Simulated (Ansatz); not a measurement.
TaN:
```
TaN
1.0
    5.18011     0.00000     0.00000
   -2.59006     4.48611     0.00000
    0.00000     0.00000     2.89379
Ta N
3 3
Cartesian
  0.00000   0.00000   0.00000
  0.00000   2.99074   1.44690
  2.59006   1.49537   1.44690
  2.03737   0.00000   0.00000
  1.57137   2.72169   0.00000
 -1.01869   1.76441   0.00000
```

Relaxed with PBEsol. Special points in fractions of this cell's reciprocal vectors: Γ (0.000, 0.000, 0.000); M (0.500, 0.000, 0.000); K (0.333, 0.333, 0.000); A (0.000, 0.000, 0.500); L (0.500, 0.000, 0.500); H (0.333, 0.333, 0.500).

Problem. List the band energies nearest the Fermi level at these points for plane-wave PAW PBEsol with spin–orbit coupling (Ansatz code).

Solution. In eV from the Fermi level; about four levels below and three above (degenerate sets whole), none deeper than 8.9 eV; points with the same levels are listed once.

```json
[
 {"k": "Γ", "below": "-1.08 -1.08 -0.73 -0.73", "above": "0.53 0.53 0.79 0.79"},
 {"k": "M", "below": "-2.85 -2.85 -2.62 -2.62", "above": "1.25 1.25 1.78 1.78"},
 {"k": "K", "below": "-2.68 -2.68 -2.51 -2.51", "above": "1.27 1.27 1.64 1.64"},
 {"k": "A", "below": "-2.91 -2.91 -2.82 -2.82", "above": "1.77 1.77 1.92 1.92"},
 {"k": "L", "below": "-1.94 -1.94 -0.94 -0.94", "above": "0.56 0.56 1.41 1.41"},
 {"k": "H", "below": "-2.45 -2.45 -1.68 -1.68", "above": "2.49 2.49 2.50 2.50"}
]
```

Space group P-62m. Symmetry was held in the PBEsol relaxation. No spin polarisation was allowed.

Potentials: the earlier of the program's two PAW sets. The files were generated under PBE; for other functionals the program regenerates the frozen cores, and for LDA and PBEsol the local potential too.
